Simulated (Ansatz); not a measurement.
The elements of this relaxed trial crystal are hidden behind letters.

```
lattice vectors (Å)
   6.7880    0.0000    0.0000
   0.0000    6.7880    0.0000
   0.0000    0.0000    6.7880
fractional positions
X 0.0000 0.5000 0.5000
X 0.5000 0.0000 0.5000
X 0.5000 0.5000 0.0000
Z 0.0000 0.0000 0.0000
Z 0.5000 0.5000 0.5000
```

Method: Ansatz 0.2.0, DFT PBE, scalar-relativistic, plane waves, PAW. Cutoff 420 eV, Γ-centred 6×6×6 mesh (5-atom cell), Gaussian smearing of 0.10 eV, no spin polarisation.

```
Space group                              : Pm-3m (No. 221)
Conventional cell                        : a = 6.788 Å
Volume per atom                          : 62.55 Å³
Density                                  : 2.49 g/cm³
Formation energy                         : −1.30 eV/atom
Gap on the 6×6×6 mesh of the 5-atom cell : 0 eV (a metal)
```

Energies are uncorrected and count from the elements' standard states at the same level.

Question: X is an s-block element of period 6 and Z is a p-block element of period 3. Which elements are they?

Answer: X = Cs, Z = Cl, so the formula is Cs3Cl2. Density times volume gives a mean mass of 2.49 × 62.55/1.6605 = 93.8 u per atom, and this set has 93.9 u. Around Cs lie 2 Cl at 3.39 Å, 4 Cl at 4.80 Å and 8 Cs at 4.80 Å; Cl on its first site is surrounded by 12 Cs at 4.80 Å; Cl on its second site is surrounded by 6 Cs at 3.39 Å. Other sets within the hints have nearly the same mass, so mass alone doesn't settle it; this one was computed.

An odd number of electrons in the primitive cell allows no gap without spin; a larger cell or a magnetic state could open one. Symmetry constrained the relaxation, so the result can be a saddle point.
